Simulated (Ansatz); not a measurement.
KF:
```cif
data_FK
_chemical_formula_sum 'K1 F1'
_space_group_name_H-M_alt 'P 1'
_space_group_IT_number 1
_cell_length_a 3.75230
_cell_length_b 3.75230
_cell_length_c 3.75230
_cell_angle_alpha 60.000
_cell_angle_beta 60.000
_cell_angle_gamma 60.000
loop_
_space_group_symop_operation_xyz
  'x, y, z'
loop_
_atom_site_label
_atom_site_type_symbol
_atom_site_fract_x
_atom_site_fract_y
_atom_site_fract_z
_atom_site_occupancy
K1 K 0.00000 0.00000 0.00000 1
F1 F 0.50000 0.50000 0.50000 1
```

Relaxed with PBEsol.

**Question.** Decompose the optical modes at the zone centre into irreducible representations, and say which are infrared and Raman allowed.

**Answer.** Point group m-3m: Γ_opt = T1u. Infrared: T1u. Raman: none.

**Question.** Assign frequencies (DFPT, PBEsol (plane waves, PAW; program Ansatz); without the LO–TO term).

**Answer.** T1u 180 cm⁻¹.

Space group Fm-3m (rock salt). Symmetry was held in the PBEsol relaxation; phonons on a q-mesh show no instability.

Potentials: the later of the program's two PAW sets.
